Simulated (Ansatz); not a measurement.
Method: DFT PBE, scalar-relativistic, plane waves, PAW in Ansatz. All cells share a 420 eV cutoff and Γ-centred k meshes spaced about 0.3 Å⁻¹ or finer (0.25 for metals, 2π included). These runs have no spin polarisation.

This relaxed SrTi2O4 cell comes from a structure search over trial cells.

```cif
data_structure
_symmetry_space_group_name_H-M 'P 1'
_symmetry_Int_Tables_number 1
_cell_length_a 5.2042
_cell_length_b 5.2042
_cell_length_c 10.2748
_cell_angle_alpha 90.000
_cell_angle_beta 90.000
_cell_angle_gamma 144.430
_cell_volume 161.87
loop_
_atom_site_label
_atom_site_type_symbol
_atom_site_fract_x
_atom_site_fract_y
_atom_site_fract_z
_atom_site_occupancy
Sr1 Sr 0.38107 0.61893 0.25000 1
Sr2 Sr 0.61893 0.38107 0.75000 1
Ti1 Ti 0.87577 0.12423 0.93764 1
Ti2 Ti 0.87577 0.12423 0.56236 1
Ti3 Ti 0.12423 0.87577 0.43764 1
Ti4 Ti 0.12423 0.87577 0.06236 1
O1 O 0.92504 0.07496 0.75000 1
O2 O 0.23691 0.76309 0.89980 1
O3 O 0.23691 0.76309 0.60020 1
O4 O 0.07496 0.92504 0.25000 1
O5 O 0.76309 0.23691 0.39980 1
O6 O 0.76309 0.23691 0.10020 1
O7 O 0.50000 0.50000 0.00000 1
O8 O 0.50000 0.50000 0.50000 1
```

Question: Is it a true minimum?

Answer: As far as tested, yes. The phonons at Γ show no imaginary mode. (Phonon run: 10×10×4 k mesh, Gaussian smearing of 0.10 eV.) After random moves of the atoms it relaxes back. Other q points weren't tested. The optical modes at Γ run from 115 to 544 cm⁻¹. Sr is surrounded by 6 O at 2.49–2.50 Å, 2 O at 2.83 Å, 1 O at 3.03 Å, 2 Sr at 3.18 Å, 2 Ti at 3.19 Å and 8 Ti at 3.47–3.58 Å; Ti has 6 O at 1.99–2.14 Å, 1 Ti at 2.78 Å, 4 Ti at 3.18–3.22 Å, 1 Sr at 3.19 Å, 4 Sr at 3.47–3.58 Å, 1 O at 3.60 Å and 6 O at 3.75–3.78 Å; around O on a site of symmetry m2m lie 2 Ti at 1.99 Å and 2 Sr at 2.49 Å; around O on a site of symmetry m lie 1 Ti at 2.01 Å, 2 Ti at 2.14 Å and 2 Sr at 2.50 Å; 1 more site not described.

In such compounds of Ti a zero gap at this level may well be an artefact, since no Hubbard U is applied. Phonons of metals hang on the k mesh and the smearing.
